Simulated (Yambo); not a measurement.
NaAuO₂ (space group C2/m, No. 12), G0W0@LDA in Yambo (4×4×2 mesh, plasmon pole; 8 Ry block, no terminator). The number N of bands in W and G is varied.

```
N    x = 1/N  gap (0.25, -0.25, 0) → (0, 0.25, -0.5) (eV)  shift of the valence edge (eV)
---  -------  -------------------------------------------  ------------------------------
46   0.02174                                        3.508                          -0.169
63   0.01587                                        3.430                          -0.275
85   0.01176                                        3.417                          -0.411
107  0.00935                                            ?                               ?
```

Problem. Basis-set arguments suggest E = E∞ + A x. Fix A and E∞ from the two rows above the withheld one, predict the row at 107 bands, and test the form.

Solution. Gap: A = (3.417 − (3.430))/(0.01176 − 0.01587) = 3.16, E∞ = 3.380 eV, so 3.409 eV is predicted; the run gave 3.411 eV (miss 2 meV). The first two rows have slope 13.3, so the form doesn't hold yet over the whole range. Shift: A = (-0.411 − (-0.275))/(0.01176 − 0.01587) = 33.1, E∞ = -0.800 eV, so -0.491 eV is predicted; the run gave -0.500 eV (miss 9 meV). The first two rows have slope 18.1, so the form doesn't hold yet over the whole range. The other settings are held fixed.

Spin-orbit coupling is not included.

Geometry relaxed with LDA; primitive cell a = b = 3.532 Å, c = 6.013 Å, α = β = 115.65°, γ = 50.01°.

The structure is a Materials Project entry; no match was found in the copy of COD used, and its stability was not checked.

A shift is the quasiparticle energy of the state minus its LDA energy.
